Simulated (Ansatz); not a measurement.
All numbers below come from Ansatz 0.2.0, DFT PBE, scalar-relativistic, plane waves, PAW. Settings of the last relaxation (10-atom cell): 420 eV, 6×6×6 k points, Gaussian smearing of 0.10 eV, no spin polarisation.

Formation energies are uncorrected and count from the elements' standard states at the same level.

**Question.** Find a candidate trigonal metal that holds Au and 2 more elements, with a formation energy near −0.80 eV/atom and a density near 6.19 g/cm³, in a cell of 10 atoms.

**Answer.** YAuS3, space group R-3c (No. 167). Y is surrounded by 3 S at 2.75 Å, 6 S at 3.20 Å and 2 Au at 3.40 Å; S is surrounded by 2 Au at 2.52 Å, 1 Y at 2.75 Å, 4 S at 3.20 Å and 2 Y at 3.20 Å; Au is surrounded by 6 S at 2.52 Å and 2 Y at 3.40 Å.

```cif
data_structure
_symmetry_space_group_name_H-M 'R-3c:H'
_symmetry_Int_Tables_number 167
_cell_length_a 7.2220
_cell_length_b 7.2220
_cell_length_c 13.6153
_cell_angle_alpha 90.000
_cell_angle_beta 90.000
_cell_angle_gamma 120.000
_cell_volume 615.00
loop_
_atom_site_label
_atom_site_type_symbol
_atom_site_symmetry_multiplicity
_atom_site_Wyckoff_symbol
_atom_site_fract_x
_atom_site_fract_y
_atom_site_fract_z
_atom_site_occupancy
Y1 Y 6 a 0.33333 0.66667 0.41667 1
S1 S 18 e 0.61868 0.61868 0.25000 1
Au1 Au 6 b 0.33333 0.66667 0.16667 1
```

| Quantity | Value |
| --- | --- |
| Volume per atom | 20.50 Å³ |
| Density | 6.19 g/cm³ |
| Energy over the elements | −0.80 eV/atom |
| Gap on the 6×6×6 mesh of the 10-atom cell | 0 eV (a metal) |

The cell was found from a structure generator's guess, not taken from experiment. Other answers may fit too; this one was computed.

These runs have no spin–orbit coupling, which can matter for Au. The reference form of S is held partly by dispersion forces, which this level lacks. Symmetry constrained the relaxation, so the result can be a saddle point.
